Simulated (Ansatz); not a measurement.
Consider the following.

P2W:
```cif
data_P8W4
_chemical_formula_sum 'P8 W4'
_space_group_name_H-M_alt 'C2/m'
_space_group_IT_number 12
_space_group_name_Hall '-C 2y'
_cell_length_a 8.41610
_cell_length_b 3.13389
_cell_length_c 7.40971
_cell_angle_alpha 90.000
_cell_angle_beta 119.223
_cell_angle_gamma 90.000
loop_
_space_group_symop_operation_xyz
  'x, y, z'
  '-x, -y, -z'
  '-x, y, -z'
  'x, -y, z'
  'x+1/2, y+1/2, z'
  '-x+1/2, -y+1/2, -z'
  '-x+1/2, y+1/2, -z'
  'x+1/2, -y+1/2, z'
loop_
_atom_site_label
_atom_site_type_symbol
_atom_site_symmetry_multiplicity
_atom_site_Wyckoff_symbol
_atom_site_fract_x
_atom_site_fract_y
_atom_site_fract_z
_atom_site_occupancy
P1 P 4 i 0.13865 0.00000 0.02491 1
P2 P 4 i 0.39878 0.00000 0.60051 1
W1 W 4 i 0.15767 0.00000 0.70615 1
```
(The calculation used a cell of 6 atoms; values per cell refer to that cell.)

This is the LDA-relaxed structure.

### Question
All from LDA (plane waves, PAW; program Ansatz), unless another level is named. Estimate the electronic character.

### Answer
metallic (no gap).

### Question
And the density of states at the Fermi level?

### Answer
0.23 states/eV per atom (mean over ±0.08 eV).

### Question
Predict the formation energy from the elements (no fitted shifts).

### Answer
-0.50 eV/atom.

The workflow started from a Materials Project entry (that database holds measured and hypothetical structures alike); the Crystallography Open Database files this formula in space group No. 12, but the cells were not matched. Its standing as an ambient phase is unchecked. Symmetry was held in the LDA relaxation; its stability against distortions is not shown here. The run is not spin-polarised. The references are the lowest solids computed at this level, not always the standard phases. Scalar-relativistic: spin–orbit coupling is off unless named, which matters more the heavier the elements.

Potentials: the later of the program's two PAW sets.
